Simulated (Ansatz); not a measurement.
Values for one crystal, relaxed and computed with DFT-HSE06 in the program Ansatz with PAW potentials; other levels are named.

- Volume per atom: 10.01 Å³
- Band gap: 1.46 eV (indirect)
- Valence-band maximum: on the S0–Γ line, 39 % of the way from S0 (k = 0.203, -0.206, 0.206 in fractions of the reciprocal vectors)
- Bulk modulus (Birch–Murnaghan fit): 195 GPa
- Smallest direct gap on the standard path: 3.28 eV
- Gap with spin–orbit coupling: 1.46 eV (at the special points and the edges found without it)
- Pressure derivative B′: 2.4

Question: Pick the material that matches.
(A) GaN, I4mm (Ga on 2a, N on 2a)
(B) LiF, rock salt
(C) AlN, zinc blende
(D) GaAs, wurtzite

Answer: A, GaN, I4mm (Ga on 2a, N on 2a)

The workflow started from a Materials Project entry (that database holds measured and hypothetical structures alike); the Crystallography Open Database copy checked does not list it. It is not the phase usual at ambient conditions (space group No. 186, 216). The cell was relaxed with HSE06 under the symmetry of its start; whether a distortion lowers the energy is not shown. The hybrid was solved on a coarse mesh, the path and, where they were found, the r²SCAN edge points; its band edges are the extreme levels among these. Spin–orbit coupling is left out wherever it is not named.

Potentials: the earlier of the program's two PAW sets.
